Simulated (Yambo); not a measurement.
```xyz
2
Lattice="0.0000 2.5651 2.5651 2.5651 0.0000 2.5651 2.5651 2.5651 0.0000" Properties=species:S:1:pos:R:3 pbc="T T T"
Be     0.0000     0.0000     0.0000
Se     3.8477     3.8477     3.8477
```

BeSe (zinc blende, space group F-43m, No. 216): mean Im ε in 1 eV windows above the direct gap of 5.69 eV, for different electron-hole kernels (Yambo, broadening 0.15 eV, PBE (Quantum ESPRESSO, PseudoDojo norm-conserving, 88 Ry, scalar-relativistic) bands; 10×10×10 mesh, 3 valence and 4 conduction bands, static screening with 21 bands and a 4 Ry block, scissor 1.26 eV, Tamm-Dancoff; field along x).

```csv
window (eV),independent quasiparticles,RPA (no attraction),BSE
5.7 to 6.7,5.2,3.6,23
6.7 to 7.7,17,12,11
7.7 to 8.7,14,11,7.4
8.7 to 9.7,7.9,9.1,3.3
9.7 to 10.7,4.0,4.5,2.8
10.7 to 11.7,3.5,5.5,1.6
```

This run doesn't resolve bound excitons or single peaks, so only averages are given, and they too depend on the mesh; weight that the attraction moves below the gap isn't listed. All transitions below 11.96 eV are in the band window. The scissor comes from a G0W0 run whose convergence isn't established.

Spin-orbit splittings are left out.

Bands and orbitals come from the standard potentials; the scissor and the G0W0 gaps come from a run at the same geometry on the stringent ones, which hold whole semicore shells in the valence.

Geometry relaxed with PBEsol.
